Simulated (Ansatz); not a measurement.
TiRh (L1₀ or tetragonal B2, P4/mmm) at seven volumes, LDA (plane waves, PAW; program Ansatz), shape and atoms relaxed at each. One row is withheld.

```json
[
 {"V (Å³/atom)": "12.792", "P (GPa)": "26.00"},
 {"V (Å³/atom)": "13.213", "P (GPa)": "15.91"},
 {"V (Å³/atom)": "13.635", "P (GPa)": "7.32"},
 {"V (Å³/atom)": "14.057", "P (GPa)": "0.00"},
 {"V (Å³/atom)": "14.478", "P (GPa)": "?"},
 {"V (Å³/atom)": "14.900", "P (GPa)": "-11.51"},
 {"V (Å³/atom)": "15.322", "P (GPa)": "-16.00"}
]
```

Q: Fit the shown pressures and predict the withheld one.

A: P = (3/2)B₀(x^(7/2) − x^(5/2))[1 + (3/4)(B′ − 4)(x − 1)] with x = (V₀/V)^(2/3). Least squares on the six rows gives V₀ = 14.057 Å³/atom, B₀ = 224 GPa, B′ = 4.37. At V = 14.478, x = 0.9805 and P = -6.20 GPa. The run itself gave -6.22 GPa.

The first step of the workflow began from a Materials Project structure, measured or hypothetical; the Crystallography Open Database files this formula in space group No. 123, but the cells were not matched. Whether it is the stable phase at ambient conditions was not checked. Symmetry was held in the LDA relaxation; of distortions, only those at the zone centre were tested. The run is not spin-polarised.

Potentials: the later of the program's two PAW sets.
